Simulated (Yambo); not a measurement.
A BSE run in Yambo for K2CO3 (space group C2/c, No. 15) (PBEsol bands; 4×4×2 mesh, 15 valence and 18 conduction bands, static screening with 108 bands and a 3 Ry block, scissor 2.67 eV, Tamm-Dancoff; field along x) gives:

| state | energy (eV) | states within 2 meV | relative strength | class |
|---|---|---|---|---|
| 1 | 4.21 | 2 | < 0.01 | dark |
| 2 | 5.42 | 1 | < 0.01 | dark |
| 3 | 5.43 | 1 | 0.06 | weak |
| 4 | 5.79 | 1 | 0.03 | weak |
| 5 | 5.80 | 1 | < 0.01 | dark |

Axes are Cartesian, with cell vectors (Å) (2.80, -5.01, 0.00), (2.80, 5.01, 0.00), (-1.28, 0.00, 6.58).

### Question
What changes when the window shrinks to 10 valence and 9 conduction bands?

### Answer
The lowest state goes from 4.210 eV to 4.293 eV, and its distance below the direct gap from 2.467 eV to 2.384 eV. These are vertical excitations (zero momentum). The scissor comes from a G0W0 run whose convergence isn't established.

Geometry of the Materials Project entry, not relaxed at this level; primitive cell a = b = 5.742 Å, c = 6.706 Å, α = β = 95.34°, γ = 121.68°.
